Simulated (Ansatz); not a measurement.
Cs2YAgCl6:
```
CELL_PARAMETERS angstrom
      0.00000     5.28653     5.28653
      5.28653     0.00000     5.28653
      5.28653     5.28653     0.00000
ATOMIC_POSITIONS crystal
  Cs 0.75000 0.75000 0.75000
  Cs 0.25000 0.25000 0.25000
  Y  0.50000 0.50000 0.50000
  Ag 0.00000 0.00000 0.00000
  Cl 0.74653 0.25347 0.25347
  Cl 0.25347 0.74653 0.74653
  Cl 0.25347 0.74653 0.25347
  Cl 0.74653 0.25347 0.74653
  Cl 0.25347 0.25347 0.74653
  Cl 0.74653 0.74653 0.25347
```

x, y and z are the axes in which the lattice vectors are written.

Problem. Give the high-frequency dielectric tensor and the Born effective charge tensors of the independent atoms from DFPT, DFT-PBEsol in the program Ansatz with PAW potentials.

Solution. 
ε∞:
```
3.32  0.00  0.00
0.00  3.32  0.00
0.00  0.00  3.32
```
Z* of atom 1 (Cs), rows: field, columns: displacement, in e:
```
1.35  0.00  0.00
0.00  1.35  0.00
0.00  0.00  1.35
```
Z* of atom 3 (Y), rows: field, columns: displacement, in e:
```
3.81  0.00  0.00
0.00  3.81  0.00
0.00  0.00  3.81
```
Z* of atom 4 (Ag), rows: field, columns: displacement, in e:
```
1.42  0.00  0.00
0.00  1.42  0.00
0.00  0.00  1.42
```
Z* of atom 5 (Cl), rows: field, columns: displacement, in e:
```
-2.17   0.00   0.00
 0.00  -0.90   0.00
 0.00   0.00  -0.90
```

Static charges for comparison (Bader): Cs1 +0.87, Y3 +2.05, Ag4 +0.59, Cl5 -0.73 e. Born charges measure polarisation by displacement and can exceed these by far.

Space group Fm-3m. The first step of the workflow began from a Materials Project structure, measured or hypothetical; the Crystallography Open Database copy checked does not list it. Whether it is the stable phase at ambient conditions was not checked. The cell was relaxed with PBEsol under the symmetry of its start; its stability against distortions is not shown here. The run is not spin-polarised. Scalar-relativistic: spin–orbit coupling is off unless named, which matters more the heavier the elements.

Potentials: the later of the program's two PAW sets.
